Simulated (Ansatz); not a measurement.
AlAg:
```yaml
crystal:
  lattice:
    - [0.00000, 2.70363, 2.70363]
    - [2.70363, 0.00000, 2.70363]
    - [2.70363, 2.70363, 0.00000]
  atoms:
    - { symbol: Ag, position: [0.00000, 0.00000, 0.00000] }
    - { symbol: Al, position: [0.50000, 0.50000, 0.50000] }
```

Relaxed with PBE. Special points in fractions of this cell's reciprocal vectors: Γ (0.000, 0.000, 0.000); X (0.500, 0.000, 0.500); U (0.625, 0.250, 0.625); K (0.375, 0.375, 0.750); L (0.500, 0.500, 0.500); W (0.500, 0.250, 0.750).

### Question
List the band energies nearest the Fermi level at these points for plane-wave PAW PBE (Ansatz code).

### Answer
In eV from the Fermi level; about four levels below and three above (degenerate sets whole), none deeper than 8.9 eV; … stands for higher levels left out; points with the same levels are listed once.

```
k                          below           above
-  -----------------------------  --------------
Γ  -5.28 -5.28 -5.23 -5.23 -5.23  4.36 4.36 4.36
X        -4.65 -4.65 -3.00 -1.98  0.85 0.85 3.03
U        -4.73 -2.17 -1.93 -1.74     1.88 4.57 …
L        -5.21 -4.79 -4.79 -3.05     5.51 5.51 …
W        -1.54 -1.32 -1.22 -1.22          8.23 …
```

Space group Fm-3m (rock salt). The start of the workflow was typed in or built on a structure type; neither database checked (COD, Materials Project) lists it. Its standing as an ambient phase is unchecked. The PBE relaxation kept the symmetry of its start; its stability against distortions is not shown here. No spin polarisation was allowed. The volume moved by 24 % from the start of the relaxation. Its formation energy is positive at this level, so the cell may be metastable or incomplete. Scalar-relativistic: spin–orbit coupling is off unless named, which matters more the heavier the elements.

Potentials: the earlier of the program's two PAW sets.
